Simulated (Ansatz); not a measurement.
ZrOs: energy along a strain

ZrOs, Pm-3m, a = 3.263 Å (as given, not relaxed at this level: 2.0 GPa). The structure is a COD entry; whether it is the stable form wasn't checked. Ansatz: r2SCAN, PAW, 500 eV, Γ-centred 14×14×14 mesh on 2 atoms, Gaussian smearing 0.15 eV; no spin polarisation. Cell vectors (Å): 3.263 0.000 0.000; 0.000 3.263 0.000; 0.000 0.000 3.263. The cell is strained by x per cent times the pattern (0 0 0 0 1 0) in the order xx yy zz yz xz xy (engineering shears), with fractional coordinates held. y is the free energy over the start, V0 = 17.371 Å³/atom. Symmetry makes y even in x.

```
x (%) y (meV/atom)
-4.00             ?
-2.00          2.20
 0.00          0.00
 0.50          0.14
 1.00          0.55
 1.50          1.23
 2.50          3.43
 3.00          4.95
 3.50          6.73
```

Q: Fit y = c2 x² + c4 x⁴ to the other rows, get the stiffness along the pattern, and predict the missing energy.

A: Least squares on the rows shown. y = 0.5492 x² + 3.203×10⁻⁵ x⁴. The clamped-ion stiffness p·C·p = 2 × 5.492 eV × 160.2 / 17.371 Å³ = 101 GPa, which is C55 in these axes (C44 of the cubic crystal) (second derivative at the start, which stands under stress). At x = -4.00 the fit asked for gives 8.80 meV/atom. The run gave 8.79 meV/atom, so the fit is 0.01 meV/atom too high, a small miss on the scale of the series.

Spin–orbit coupling is left out, which can shift energies with elements as heavy as these.